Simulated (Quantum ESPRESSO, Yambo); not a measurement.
WO3 (space group Pmma, No. 51). The geometry is that of Materials Project entry mp-715923, symmetrised and not relaxed again. Chain: PBEsol (Quantum ESPRESSO, PseudoDojo norm-conserving, 84 Ry, no spin-orbit coupling); G0W0 in Yambo (2×4×4 Γ-centred k mesh, bands 3 to 177 and a 7 Ry block in the screening, 177 bands in G with the Bruneval-Gonze terminator, plasmon pole fitted at 27.2 eV); BSE (4×6×6 mesh, 16 valence and 6 conduction bands, static screening with 74 bands and a 3 Ry block, scissor 0.83 eV, Tamm-Dancoff).

```
Quantity                                                                                  Value
----------------------------------------------------------  -----------------------------------
PBEsol gap (dense path)                                                                 0.54 eV
PBEsol gap (0, -0.5, -0.5) → Γ on the GW mesh                                           0.54 eV
PBEsol smallest direct gap on the GW mesh, at (0, 0, -0.5)                              0.62 eV
G0W0 direct gap at that point                                                           1.46 eV
G0W0 correction to the gap (0, -0.5, -0.5) → Γ                                          0.82 eV
lowest exciton                                              no binding energy given (see below)
```

Rough cost of the Yambo steps against G0W0 for 14 states: BSE within a factor of two.

Nearest settings tried, and what they do to the gap: 75 bands in G: +35 meV; 89 bands in W: +117 meV; 3 Ry block (65 vectors against 245): +248 meV. Not varied: mesh. So the settings aren't converged at that level. The BSE states are vertical excitations (zero momentum); the indirect quasiparticle gap, about 1.35 eV, is smaller than the direct one (1.46 eV on the GW mesh). The lowest state covers only about 1 of the 144 k points, so the mesh doesn't resolve it: its energy and its distance from the direct gap are mesh artefacts. An extended exciton needs a far denser mesh. Axes are Cartesian, with cell vectors (Å) (7.72, 0.00, 0.00), (0.00, 3.86, 0.00), (0.00, 0.00, 3.87).

Spin-orbit coupling is left out, which matters for elements this heavy: edges can move by tenths of an eV.

The structure is a Materials Project entry; no match was found in the copy of COD used, and its stability was not checked.
